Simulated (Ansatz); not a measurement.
AlPt (rock salt, space group No. 225) at seven volumes, the program Ansatz at the PBEsol level (PAW), scaled uniformly. One row is withheld.

```
V (Å³/atom)  P (GPa)
-----------  -------
14.918         17.30
15.410         10.55
15.902          4.83
16.393         -0.01
16.885             ?
17.377         -7.57
17.869        -10.50
```

**Question.** Fit the shown pressures and predict the withheld one.

**Answer.** Third-order Birch–Murnaghan: P = (3/2)B₀(x^(7/2) − x^(5/2))[1 + (3/4)(B′ − 4)(x − 1)] with x = (V₀/V)^(2/3). Least squares on the six rows gives V₀ = 16.393 Å³/atom, B₀ = 148.1 GPa, B′ = 4.54. At V = 16.885, x = 0.9805 and P = -4.10 GPa. The run itself gave -4.11 GPa.

Space group Fm-3m (rock salt). The start of the workflow was typed in or built on a structure type; neither database checked (COD, Materials Project) lists it. Its standing as an ambient phase is unchecked. Symmetry was held in the PBEsol relaxation; its stability against distortions is not shown here. No spin polarisation was allowed. Scalar-relativistic: spin–orbit coupling is off unless named, which matters more the heavier the elements.

Potentials: the earlier of the program's two PAW sets. The files were generated under PBE; for other functionals the program regenerates the frozen cores, and for LDA and PBEsol the local potential too.
